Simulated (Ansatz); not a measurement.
Simulated powder pattern, Cu Kα, λ = 1.54184 Å (kinematic, ideal powder, no thermal factors, no anomalous dispersion; the 30 strongest lines at most, above 1 %, up to 2θ = 90°):

```
2θ (°)  I/Imax (%)
------  ----------
35.90           87
41.69          100
60.43           57
72.33           30
76.10           18
```

The pattern belongs to a structure relaxed with the program Ansatz at the PBE level (PAW).

Problem. Which of these materials gives this?
(A) SnGe, rock salt
(B) TiC, rock salt
(C) SnTe, rock salt
(D) MgO, rock salt

Solution. B, TiC, rock salt

Problem. Give the lattice parameters.

Solution. a = 4.333 Å.

Space group Fm-3m (rock salt). Symmetry was held in the PBE relaxation. The run is not spin-polarised.

Potentials: the later of the program's two PAW sets.
